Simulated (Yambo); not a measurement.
Yambo run on ZnTe (zinc blende, space group F-43m, No. 216). The wavefunctions are norm-conserving PBE (stringent potentials; Quantum ESPRESSO, 107 Ry, scalar-relativistic) ones on a 4×4×4 mesh (22 occupied bands); a = 4.2881 Å, b = 4.2881 Å, c = 4.2881 Å, α = 60.00°, β = 60.00°, γ = 60.00°.

Yambo input:

```
rim_cut
gw0
dyson
el_el_corr
HF_and_locXC
ppa
em1d
RandQpts= 1000000
RandGvec= 1 Ry
EXXRLvcs= 106.6 Ry
VXCRLvcs= 426.4 Ry
Chimod= "HARTREE"
% BndsRnXp
 9 | 137 |
%
NGsBlkXp= 15 Ry
% LongDrXp
 1.0 | 1.0 | 1.0 |
%
PPAPntXp= 27.2114 eV
% GbndRnge
 1 | 137 |
%
GTermKind= "BG"
DysSolver= "n"
ExtendOut
% QPkrange
 1 | 1 | 22 | 23 |
%
```

k points by index: 1 = Γ.

Table of the .qp output:

```
#    K-point    Band    Eo [eV]    E [eV]    E-Eo [eV]    Vxc [eV]    Vnlxc [eV]    Sc|Eo [eV]    Sc|E [eV]    dSc/dw|Eo [eV]    Re(Z)    Im(Z)
#
    1    22    0.000000    -0.676817    -0.676817    -15.24199    -17.27603    1.187756    1.357225    -6.812624    0.799768    -0.001351
    1    23    1.336526    1.527381    0.190855    -13.05554    -8.926716    -3.892504    -3.937964    -6.478019    0.807711    -0.001319
```
(The two width columns are left out.) Convergence of these settings isn't established.

Spin-orbit coupling is not included.

Geometry relaxed with PBEsol.
